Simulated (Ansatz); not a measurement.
According to plane-wave PAW PBE (Ansatz code), TaAl in the CsCl type structure (Pm-3m) relaxes to a = 3.225 Å. Al has 8 nearest neighbours from 2.79 Å (cubic). Its formation energy from the elements is 0.089 eV/atom, with no fitted shifts.

Electronic character: metallic (no gap). Gap from PBE with spin–orbit coupling: none (metallic).

An equation-of-state fit gives a bulk modulus of 151 GPa.

The start of the workflow was typed in or built on a structure type; neither database checked (COD, Materials Project) lists it. Whether it is the stable phase at ambient conditions was not checked. The cell was relaxed with PBE under the symmetry of its start; whether a distortion lowers the energy is not shown. The run is not spin-polarised. The references are the lowest solids computed at this level, not always the standard phases. Spin–orbit coupling is left out wherever it is not named.

Potentials: the earlier of the program's two PAW sets.
